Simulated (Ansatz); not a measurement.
CdF₂ (fluorite), relaxed with PBE (Ansatz, a quantum-chemistry and plane-wave program, plane waves, PAW): a = b = c = 5.4812 Å, α = β = γ = 90.00°.

- gap (eV): 2.92
- B₀ by P(V) fit (GPa): 93.4

### Question
The same phase is relaxed and computed with HSE06 in the same code. What are the cell and these values now?

### Answer
a = 5.418 Å, b = 5.418 Å, c = 5.418 Å, α = 90.00°, β = 90.00°, γ = 90.00°.

gap (eV): 5.14
B₀ by P(V) fit (GPa): 103

All cells were relaxed under the symmetry of their starts (and spin orders); stability against distortions was not tested throughout. Spin–orbit coupling is left out wherever it is not named.

Potentials: the later of the program's two PAW sets.

Ansatz is a plane-wave DFT program.
